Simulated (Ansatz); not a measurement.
YAlGe:
```cif
data_Al4Ge4Y4
_chemical_formula_sum 'Y4 Ge4 Al4'
_space_group_name_H-M_alt 'Cmcm'
_space_group_IT_number 63
_space_group_name_Hall '-C 2c 2'
_cell_length_a 4.03500
_cell_length_b 10.46868
_cell_length_c 5.75723
_cell_angle_alpha 90.000
_cell_angle_beta 90.000
_cell_angle_gamma 90.000
loop_
_space_group_symop_operation_xyz
  'x, y, z'
  '-x, -y, -z'
  '-x, -y, z+1/2'
  'x, y, -z+1/2'
  'x, -y, -z'
  '-x, y, z'
  '-x, y, -z+1/2'
  'x, -y, z+1/2'
  'x+1/2, y+1/2, z'
  '-x+1/2, -y+1/2, -z'
  '-x+1/2, -y+1/2, z+1/2'
  'x+1/2, y+1/2, -z+1/2'
  'x+1/2, -y+1/2, -z'
  '-x+1/2, y+1/2, z'
  '-x+1/2, y+1/2, -z+1/2'
  'x+1/2, -y+1/2, z+1/2'
loop_
_atom_site_label
_atom_site_type_symbol
_atom_site_symmetry_multiplicity
_atom_site_Wyckoff_symbol
_atom_site_fract_x
_atom_site_fract_y
_atom_site_fract_z
_atom_site_occupancy
Y1 Y 4 c 0.00000 0.31016 0.25000 1
Ge1 Ge 4 c 0.00000 0.60503 0.25000 1
Al1 Al 4 a 0.00000 0.00000 0.00000 1
```
(The calculation used a cell of 6 atoms; values per cell refer to that cell.)

Relaxed with r²SCAN.

Question: Tabulate the valence density and the electron localisation function along the shortest Ge–Al contact (2.71 Å), r²SCAN in the plane-wave PAW code Ansatz.

Answer: 

```
distance from Ge (Å)  density (e/Å³)   ELF
--------------------  --------------  ----
0.27                           24.46  0.01
0.41                            9.47  0.04
0.54                            3.26  0.14
0.68                            1.33  0.28
0.81                            0.72  0.38
0.95                            0.48  0.44
1.08                            0.38  0.53
1.22                            0.32  0.62
1.36                            0.28  0.66
1.49                            0.26  0.67
1.63                            0.24  0.67
1.76                            0.23  0.62
1.90                            0.20  0.47
2.03                            0.15  0.22
2.17                            0.10  0.05
2.30                            0.07  0.02
2.44                            0.06  0.08
```

The density is the valence pseudo-density with augmentation charge, so density and ELF within about 1 Å of a nucleus are not all-electron values.

The workflow started from an entry of the Crystallography Open Database (COD). Its standing as an ambient phase is unchecked. The cell was relaxed with r²SCAN under the symmetry of its start; whether a distortion lowers the energy is not shown. The run is not spin-polarised.

Potentials: the later of the program's two PAW sets.
